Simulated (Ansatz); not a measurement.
# Structures of K3Ru: which is lowest?

Plane-wave DFT in Ansatz with scalar-relativistic PAW potentials, cutoff 420 eV, Γ-centred meshes chosen by cell and gap, Gaussian smearing with energies taken to zero width. Every cell was relaxed (cell and atoms) in a run of its own, within the symmetry of its start. Functional: PBE.

Relaxed structures (starts from databases or built by putting these elements on another compound's sites):
A. Pm-3m, 4 atoms in the computed cell, a = 5.344 Å; sites (symmetry × multiplicity) K 4/mm.m × 3, Ru m-3m × 1; start: built
B. P6_3/mmc, 8 atoms in the computed cell, a = 7.841 Å, c = 5.831 Å; sites (symmetry × multiplicity) K mm2 × 6, Ru -6m2 × 2; start: built

Q: Rank them by energy. Could pressure change the order?

A:
| structure | group | E − E(lowest) (meV/atom) | V (Å³/atom) | gap on mesh (eV) |
| --- | --- | --- | --- | --- |
| B | P6_3/mmc | 0.0 | 38.81 | 0.00 |
| A | Pm-3m | 49 | 38.16 | 0.00 |

B is lowest, 49 meV/atom under A. The two lowest differ in volume by under 3 %, too little for a first-order estimate of what pressure does to that pair (other pairs aren't weighed here); with rigid cells even 3 % in favour of the higher one would need about 7 GPa. Other structures may lie lower than all of these, and vibrations aren't counted.